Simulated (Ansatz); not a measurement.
Computed with DFT PBE, scalar-relativistic, plane waves, PAW (Ansatz). All cells share a 420 eV cutoff and Γ-centred k meshes spaced at most about 0.3 Å⁻¹ (about 0.25 or finer for metals, 2π included). No spin polarisation in the final relaxations.

These are static total energies at zero pressure.

Compare these two cells of GaRe₂Sb₃, each relaxed at this level.

A.

```
Ga Re Sb
1.0
     3.96510    0.00000    0.00000
     0.00000    3.96510    0.00000
     0.00000    0.00000    7.51156
Ga Re Sb
1 2 3
Direct
  0.50000 0.50000 0.00000
  0.50000 0.00000 0.75351
  0.00000 0.50000 0.24649
  0.50000 0.00000 0.37287
  0.00000 0.50000 0.62713
  0.00000 0.00000 0.00000
```

B.

```
Ga Re Sb
1.0
     1.99295   -9.63004    0.00000
     1.99295    9.63004    0.00000
     0.00000    0.00000    3.36431
Ga Re Sb
1 2 3
Direct
  0.00000 0.00000 0.00000
  0.10763 0.89237 0.50000
  0.89237 0.10763 0.50000
  0.50000 0.50000 0.50000
  0.32970 0.67030 0.00000
  0.67030 0.32970 0.00000
```

Question: Which would you expect to be lower, and how large is the difference?

Answer: A is lower, by 277 meV/atom. A has space group P-4m2 (No. 115), 19.7 Å³/atom and no gap on its mesh; B has space group Cmmm (No. 65), 21.5 Å³/atom and no gap. Counting Sb atoms around Ga and Re (those within 1.25 times the shortest such distance or 1.15 times the sum of covalent radii; a plus sign parts nearer from farther groups), A has Ga 4+4, Re 7 and B has Ga 4, Re 6. Even the lower one lies +0.42 eV/atom against the reference forms of the elements (uncorrected), so neither is stable at this level. In A, around Ga lie 4 Re at 2.71 Å, 4 Sb at 2.80 Å and 4 Sb at 3.43 Å; Re is surrounded by 2 Ga at 2.71 Å and 7 Sb at 2.71–2.96 Å; Sb on a site of symmetry 2mm has 5 Re at 2.86–2.96 Å, 6 Sb at 3.39–3.43 Å and 2 Ga at 3.43 Å; 1 more site not described. In B, Ga is surrounded by 4 Sb at 2.61 Å and 4 Re at 2.67 Å; Re has 2 Ga at 2.67 Å, 6 Sb at 2.87–2.88 Å and 2 Re at 3.36 Å; Sb on a site of symmetry mmm is surrounded by 4 Ga at 2.61 Å and 4 Re at 2.88 Å; 1 more site not described. Both come from invented guesses.

No dispersion correction is applied, so the spacing and binding between layers, chains or molecules are poorly described (Cmmm), and this can change margins and order among such cells. Spin–orbit coupling, which can matter for Re and Sb, is left out. Cells relaxed within their symmetry can be saddle points.
